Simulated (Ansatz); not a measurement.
NbSi2 (fluorite, space group No. 225) at seven volumes, the program Ansatz at the PBE level (PAW), scaled uniformly. One row is withheld.

```json
[
 {"V (Å³/atom)": "16.761", "P (GPa)": "12.12"},
 {"V (Å³/atom)": "17.314", "P (GPa)": "?"},
 {"V (Å³/atom)": "17.867", "P (GPa)": "3.57"},
 {"V (Å³/atom)": "18.419", "P (GPa)": "-0.01"},
 {"V (Å³/atom)": "18.972", "P (GPa)": "-3.10"},
 {"V (Å³/atom)": "19.524", "P (GPa)": "-5.67"},
 {"V (Å³/atom)": "20.077", "P (GPa)": "-7.82"}
]
```

Fit the shown pressures and predict the withheld one.

P = (3/2)B₀(x^(7/2) − x^(5/2))[1 + (3/4)(B′ − 4)(x − 1)] with x = (V₀/V)^(2/3). Least squares on the six rows gives V₀ = 18.419 Å³/atom, B₀ = 108 GPa, B′ = 3.79. At V = 17.314, x = 1.0421 and P = 7.51 GPa. The run itself gave 7.48 GPa.

Space group Fm-3m (fluorite). The cell is a constructed one: a structure type filled with these elements; neither database checked (COD, Materials Project) lists it. COD files the formula under space group No. 180, 181, so this cell is another polymorph or a model. Whether it is the stable phase at ambient conditions was not checked. The PBE relaxation kept the symmetry of its start; its stability against distortions is not shown here. No spin polarisation was allowed.

Potentials: the later of the program's two PAW sets.
